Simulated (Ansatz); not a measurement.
GeSe in space group P-6m2 (No. 187; Ge on 1a, Se on 1f) under volume change, the program Ansatz at the PBE level (PAW), shape and atoms relaxed at each volume.

```json
[
 {"V (Å³/atom)": "20.875", "E − E(relaxed) (meV/atom)": "32.3", "P (GPa)": "5.44"},
 {"V (Å³/atom)": "21.564", "E − E(relaxed) (meV/atom)": "(withheld)", "P (GPa)": "(withheld)"},
 {"V (Å³/atom)": "22.252", "E − E(relaxed) (meV/atom)": "2.8", "P (GPa)": "1.43"},
 {"V (Å³/atom)": "22.940", "E − E(relaxed) (meV/atom)": "0.0", "P (GPa)": "0.00"},
 {"V (Å³/atom)": "23.628", "E − E(relaxed) (meV/atom)": "2.6", "P (GPa)": "-1.23"},
 {"V (Å³/atom)": "24.316", "E − E(relaxed) (meV/atom)": "(withheld)", "P (GPa)": "(withheld)"},
 {"V (Å³/atom)": "25.005", "E − E(relaxed) (meV/atom)": "22.2", "P (GPa)": "-3.23"}
]
```

Problem. Complete the blanks.

Solution. 
- 21.564, E − E(relaxed) (meV/atom): 13.1
- 21.564, P (GPa): 3.42
- 24.316, E − E(relaxed) (meV/atom): 10.2
- 24.316, P (GPa): -2.30

Problem. What does a third-order Birch–Murnaghan fit give for V₀, B₀ and B′?

Solution. V₀ = 22.95 Å³/atom, B₀ = 46.0 GPa, B′ = 4.8.

The cell is a constructed one: a structure type filled with these elements; neither database checked (COD, Materials Project) lists it. It is not the phase usual at ambient conditions (space group No. 62). The PBE relaxation kept the symmetry of its start; whether a distortion lowers the energy is not shown.

Potentials: the later of the program's two PAW sets.
